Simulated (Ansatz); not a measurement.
**What DFT gives for BeCl3**

```yaml
crystal:
  lattice:
    - [6.85265, 0.00000, 0.00000]
    - [-3.42632, 5.93457, 0.00000]
    - [0.00000, 0.00000, 3.91182]
  atoms:
    - { symbol: Cl, position: [0.38770, 0.30190, 0.25000] }
    - { symbol: Cl, position: [0.08580, 0.38770, 0.75000] }
    - { symbol: Cl, position: [0.69810, 0.08580, 0.25000] }
    - { symbol: Cl, position: [0.61230, 0.69810, 0.75000] }
    - { symbol: Cl, position: [0.91420, 0.61230, 0.25000] }
    - { symbol: Cl, position: [0.30190, 0.91420, 0.75000] }
    - { symbol: Be, position: [0.33330, 0.66670, 0.25000] }
    - { symbol: Be, position: [0.66660, 0.33330, 0.75000] }
```

Single point in Ansatz 0.2.0 with PBEsol, no spin polarisation. Cutoff 420 eV, PAW datasets, 6×6×9 Γ-centred k mesh, fermi-dirac filling (width 0.1 eV).

What happens at the Fermi level?

It is a metal, with about 12 states/eV a cell as the mean within 0.25 eV of the Fermi level, mostly Cl p (98 %).

Give the Bader charges.

Bader charges in e: Be +1.60, Cl -0.53. In the mean Be gives up most and Cl takes most.

Is the cell too large or too small?

The pressure is -5.5 GPa (compression positive), so with the atoms held at these fractions the cell would first shrink. The principal stresses -7.8, -4.4, -4.4 GPa differ, so its shape would change too.

Which atom feels the largest force, and which way?

The largest is on Cl2 (and as large on other atoms): 0.43 eV/Å, components (-0.03, 0.43, 0.00). It makes 53° with the line to a nearest neighbour, Be7 at 2.67 Å.

Origin: a known structure type with other elements, at an estimated volume, so it need not be a known compound. Caveats: many states at the Fermi level without spin polarisation, so a magnetic state may lie lower.
